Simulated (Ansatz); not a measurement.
BiTe (R-3m), random displacements

These are results of DFT LDA, scalar-relativistic, plane waves, PAW (Ansatz 0.2.0), not measurements. Settings: plane waves to 420 eV, k-mesh 3×3×3 (Γ-centred), Gaussian smearing 0.15 eV. The mesh is coarse. Spin–orbit coupling is left out, which can shift energies with elements as heavy as these. No spin polarisation. Energies are free energies at this smearing, counted from the undisturbed cell; pressure is positive in compression.

Zero of the scan (as given, not relaxed at this level, and it needn't be the usual structure):

```
Bi Te
1.0
    -4.84542   -2.79750    3.31729
     4.84542   -2.79750    3.31729
     0.00000    5.59500    3.31729
Bi Te
4 4
Direct
  0.50000 0.50000 0.50000
  0.00000 0.00000 0.50000
  0.00000 0.50000 0.00000
  0.50000 0.00000 0.00000
  0.00000 0.00000 0.00000
  0.50000 0.50000 0.00000
  0.50000 0.00000 0.50000
  0.00000 0.50000 0.50000
```

The atoms are displaced (Å, in the unstrained cell):

```
atom ux uy uz
 Bi1   0.173   0.126   0.138
 Bi2   0.169   0.147  -0.086
 Bi3  -0.099   0.033  -0.121
 Bi4  -0.059  -0.426   0.043
 Te5  -0.075   0.003   0.089
 Te6   0.118  -0.270   0.133
 Te7  -0.104   0.265  -0.190
 Te8  -0.123   0.121  -0.006
```

Strain (Voigt, engineering shear): (0.0034, -0.0201, -0.0054, -0.0162, -0.0334, 0.0094).

Q: What are the energy change, the stress and the forces?

A: ΔE = 68.2 meV/atom; stress (xx, yy, zz, yz, xz, xy; compression positive) (0.73, 0.75, 0.13, 0.81, 1.62, -0.86) GPa.
| atom | Fx (eV/Å) | Fy | Fz |
| --- | --- | --- | --- |
| Bi1 | -1.37 | -0.03 | -1.21 |
| Bi2 | -0.58 | -0.09 | -0.15 |
| Bi3 | 0.21 | -0.07 | 0.43 |
| Bi4 | 0.38 | 1.15 | 0.96 |
| Te5 | -0.36 | -0.17 | -0.14 |
| Te6 | 0.02 | 0.59 | 0.14 |
| Te7 | 1.35 | -1.34 | 0.06 |
| Te8 | 0.37 | -0.03 | -0.09 |

Cost: 1 run of about 0.49 core-minutes, on Arm Neoverse V1 (shared hosts).